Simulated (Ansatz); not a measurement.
Given:

BeSe (zinc blende, F-43m), a = 5.1778 Å, b = 5.1778 Å, c = 5.1778 Å, α = 90.00°, β = 90.00°, γ = 90.00°; the cell used has 2 atoms.

This is the PBE-relaxed structure.

Task: All from PBE in the plane-wave PAW code Ansatz, unless another level is named. Estimate the smallest direct gap on the standard path.

Result: 4.22 eV.

Task: What about the band gap?

Result: 2.67 eV (indirect).

Task: Predict the valence-band maximum.

Result: at Γ.

The cell was relaxed with PBE under the symmetry of its start. Spin–orbit coupling is left out wherever it is not named.

Potentials: the later of the program's two PAW sets.
